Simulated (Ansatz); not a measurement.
**What DFT gives for Ba2YGa8Cu4**

```
Ba Y Cu Ga
1.0
    -4.22323    0.00000    0.00000
     0.00000   -4.26068    0.00000
     0.00000    2.13034   14.95313
Ba Y Cu Ga
2 1 4 8
Direct
  0.50000 0.63670 0.27340
  0.50000 0.36330 0.72660
  0.50000 0.50000 0.00000
  0.00000 0.21230 0.42460
  0.00000 0.78770 0.57540
  0.00000 0.06130 0.12260
  0.00000 0.93870 0.87740
  0.00000 0.14470 0.28940
  0.00000 0.85530 0.71060
  0.50000 0.05260 0.10520
  0.50000 0.94740 0.89480
  0.00000 0.55370 0.10740
  0.00000 0.44630 0.89260
  0.00000 0.71940 0.43880
  0.00000 0.28060 0.56120
```

The numbers come from plane-wave PAW DFT (Ansatz): PBEsol, no spin polarisation, 420 eV, 6×6×6 Γ-centred k points, fermi-dirac occupations (width 0.1 eV). Nothing was relaxed.

Question: Describe some of the short contacts.

Answer: Cu–Ga at 2.02 Å: least valence density 0.72 e/Å³ and ELF 0.30 there. Y–Ga at 2.65 Å: least valence density 0.29 e/Å³ and ELF 0.23 there. Ba–Ga at 3.01 Å: least valence density 0.19 e/Å³ and ELF 0.18 there. Both are smooth PAW fields, read partly inside the augmentation spheres.

Question: What happens at the Fermi level?

Answer: It is a metal, with about 6.4 states/eV a cell as the mean within 0.25 eV of the Fermi level, mostly Ga p (63 %).

Question: Where is the largest force?

Answer: The largest is on Ga8 (and as large on other atoms): 3.91 eV/Å, components (0.00, 0.00, -3.91). It makes 180° with the line to a nearest neighbour, Cu4 at 2.02 Å, pointing away from it.

Question: Is the cell too large or too small?

Answer: The pressure is 27.5 GPa (compression positive), so with the atoms held at these fractions the cell would first expand; the forces are large, so a full relaxation may end otherwise. The principal stresses 23.9, 27.0, 31.5 GPa differ, so its shape would change too.

Question: What is the formation energy?

Answer: 0.43 eV an atom against the elements' usual phases (free molecules for gases, crystals otherwise, with no correction for O₂ or N₂), so at this geometry it isn't bound against them. Relaxing would lower it.

Origin: a known structure type with other elements, at an estimated volume, so it need not be a known compound. Caveats: atoms or cell far from equilibrium.
